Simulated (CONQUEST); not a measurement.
Consider a self-consistent single point of Mg₄Te₃Se (P-4m2, 8 atoms in the cell; from Materials Project mp-1222094, changed as shown).

```
Mg4Te3Se
1.0
    4.39763     0.00000     0.00000
    0.00000     4.39763     0.00000
    0.00000     0.00000    12.38527
Mg Te Se
4 3 1
Direct
  0.50000   0.00000   0.60787
  0.00000   0.50000   0.39213
  0.50000   0.00000   0.13068
  0.00000   0.50000   0.86932
  0.50000   0.50000   0.26162
  0.50000   0.50000   0.73838
  0.00000   0.00000   0.00000
  0.00000   0.00000   0.50000
```

Level of theory: LDA (PW92), numerical atomic orbitals double-zeta with polarisation (the shipped basis), PseudoDojo norm-conserving potentials made for LDA (CONQUEST).

CONQUEST settings:

- basis: DZP
- Diag.MPMeshX, Y, Z: 6 6 2
- potentials: PseudoDojo norm-conserving LDA
- Grid.GridCutoff: 175 Ha
- DM.SolutionMethod: diagon
- Diag.kT: 0.0001 Ha
- Diag.GammaCentred: true
- minE.SCTolerance: 1.0e-06
- SC.MaxIters: 100
- SC.LinearMixingFactor: 0.5
- SC.KerkerPreCondition: true
- SC.KerkerFactor: 0.1 1/bohr
- AtomMove.TypeOfRun: static

Results:

- Number of valence electrons = 104
- Number of bands = 108
- Number of k-points after the program's reduction = 60
- Size of the basis = 108
- Number of SCF iterations = 7
- FFT grid = 60 × 60 × 144
- Free energy E − TS = -18295.3558 eV
- Top of the valence band (on the code's own zero) = -5.78 eV
- Gap on the k-point mesh = 2.10 eV
- Pressure = 2.52 GPa

The gap is read on the k-point mesh of the run and can differ from the gap over the whole zone at this level.

For comparison: a first run was changed to give this one (lattice scaled by 0.98), and from it to this one the free energy goes up by 13.8 meV/atom, the pressure goes from -0.02 to 2.52 GPa and the gap on the mesh goes from 1.890 to 2.104 eV.

Spin-orbit coupling is left out, which matters for bands and gaps with elements this heavy. The program uses no crystal symmetry, so grid and mesh can part values that symmetry would make equal. The atom-centred basis is finite, which shifts total energies, pressures and gaps against plane waves. The structure comes from a collection of computed structures, made at another level of theory; the collection holds predicted forms beside known ones.

Cost on one core: roughly 2.6 core-minutes.
